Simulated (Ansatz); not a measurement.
## Cs2P2N single point

input.yaml (Ansatz 0.2.0)

```yaml
crystal:
  lattice:
    - [0.0, 0.0, 6.122248]
    - [6.979421, -3.686589, 3.061124]
    - [6.979421, 3.686589, -3.061124]
  atoms:
    - { symbol: Cs, position: [0.3364, 0.0147, 0.6875] }
    - { symbol: Cs, position: [0.6636, 0.9853, 0.3125] }
    - { symbol: Cs, position: [0.1636, 0.6875, 0.0147] }
    - { symbol: Cs, position: [0.8364, 0.3125, 0.9853] }
    - { symbol: "N", position: [0.25, 0.5, 0.5] }
    - { symbol: "N", position: [0.75, 0.5, 0.5] }
    - { symbol: P, position: [0.348, 0.7393, 0.4353] }
    - { symbol: P, position: [0.652, 0.2607, 0.5647] }
    - { symbol: P, position: [0.152, 0.4353, 0.7393] }
    - { symbol: P, position: [0.848, 0.5647, 0.2607] }
  symmetry: { tolerance: 0.0003 }
kpoints:
  mp_grid: { grid: [6, 6, 6], shift: [0, 0, 0] }
  band_path:
    path:
      - [0.0, 0.0, 0.0]
      - [0.0, -0.5, -0.5]
      - [0.0, -0.31975104, -0.68024896]
      - [0.0, 0.31975104, -0.31975104]
      - [0.0, 0.0, 0.0]
      - [-0.59618183, -0.29809092, 0.29809092]
      - [-0.40381817, -0.70190908, -0.29809092]
      - [0.0, -0.5, -0.5]
      - [0.0, 0.0, 0.0]
      - [-0.5, 0.0, 0.0]
      - [-0.5, -0.25, -0.25]
    npoints: 6
magnetization:
  spin_polarized: false
scf:
  occupations: { method: fermi_dirac }
  lower_state_search: "off"
  max_iter: 200
hamiltonian:
  pseudopotentials: { kind: paw }
  xc: r2scan
total_charge: -1
basis:
  ecutwfc: 500
  fft_grid_basis: typed
output:
  forces: true
  stress: true
  eigenvalues: true
  bader: true
  populations: true
  elf: true
  write_potential: true
  volumetric_format: npy
  dos:
    e_range: [-12, 8]
    de: 0.05
    projected: { site_lists: { Cs: [Cs], "N": ["N"], P: [P] } }
checkpoint:
  read: saved_state
```

The run starts from an earlier solution of this cell. 

Excerpt of what it printed:

```
Pseudopotentials: kind: paw
Pseudopotential: Cs, paw, valence charge 9, recommended cutoff 500 eV (meta_gga), Cs.paw.azcp
Pseudopotential: N, paw, valence charge 5, recommended cutoff 500 eV (meta_gga), N.paw.azcp
Pseudopotential: P, paw, valence charge 5, recommended cutoff 500 eV (meta_gga), P.paw.azcp
Functional definition: r2SCAN
  exchange = r2scan_x(k0 = k0, k1 = k1, a1 = a1)
  correlation = r2scan_c
Crystal: 10 atoms, lattice volume = 315.054 Å³
Basis set: ecut = 500 eV, 8027 PW (Γ), exchange–correlation on 180×256×256 points (64 copies of the dense FFT grid, shifted against one another)
Bands: 44, of which v1, the nominal top of the filled ones, is band 34 counted from 1 (33 counted from 0)
Symmetry: 8 space group operations
Space group: Ibam (ITA 72), of the structure as read, at distance tolerance 2.0e-3 Å
k-points: 46 of 216
Initial density: read from a saved state, or passed on in memory by an earlier SCF of this step, an earlier step, the calling program or the single point that the run made first
Functional: x = r2scan, c = r2scan; τ floored in thin density (d = 2e-4 eV/Å³)
SCF iter   1: F=-26539.9722 eV  Δρ=5.08e-4  dr2=6.00e-4  dr2_τ=5.13e-4
SCF iter   2: F=-26539.9727 eV  Δρ=2.83e-4  dr2=1.26e-4  dr2_τ=6.96e-5
SCF iter   3: F=-26539.9728 eV  Δρ=1.47e-4  dr2=5.70e-5  dr2_τ=1.34e-5
SCF iter   4: F=-26539.9729 eV  Δρ=2.79e-5  dr2=5.42e-6  dr2_τ=4.42e-7
SCF iter   5: F=-26539.9729 eV  Δρ=9.29e-6  dr2=2.77e-7  dr2_τ=4.81e-8
SCF iter   6: F=-26539.9729 eV  Δρ=2.78e-6  dr2=3.02e-8  dr2_τ=2.45e-9
Free energy (F): -26539.9729 eV
Harris-Foulkes:  -26539.9729 eV  (|F-HF|=1.19e-8)
Internal energy: -26539.8436 eV  (E = F + TS)
E sigma→0 (E₀):  -26539.9082 eV
Entropy (-TS):   -0.1293 eV (-12.929 meV/atom)
Fermi energy:    6.0378 eV
--- Per-component energies (eV) ---
  E_band       = -226.2535
  E_kinetic    = 1089.7698
  E_local      = -1872.0526  (includes V_loc(G=0)·N_el)
  E_nonlocal   = 341.7110
  E_hartree    = 644.3287
  E_xc         = -1001.3610
  E_vxc        = -979.2084  (∫ρ·V_xc dr)
  E_paw        = -22929.5148  (= ΣΔE_a)
  E_vpaw       = -144.0439  (= ΣTr[D̂ρ^β])
  E_aug_tail   = 0.0000  (compensation charges beyond the density's cutoff)
  E_vtau       = 48.9134  (kinetic-family band-sum trace: ∫τ·v_τ [+ j·A + Jᵃ·Aᵃ] dr)
  E_ewald      = -2812.5018
  E_core_change = -0.2230  (= ΣΔE_core)
  E_smearing   = -0.1293  (= −TS)
  E_deformation_potential = -11.6861  (in the stress; not in F)
--- Stress (GPa, compression-positive) ---
       -5.1377       0.0000       0.0000
        0.0000      -5.4621       0.0000
        0.0000       0.0000      -6.5488
  P = ⅓ Tr σ = -5.7162 GPa (-57.162 kbar)
```

Origin: a known structure type with other elements, at an estimated volume, so it need not be a known compound. Caveats: many states at the Fermi level without spin polarisation, so a magnetic state may lie lower; atoms or cell far from equilibrium; charged cell with a uniform background.
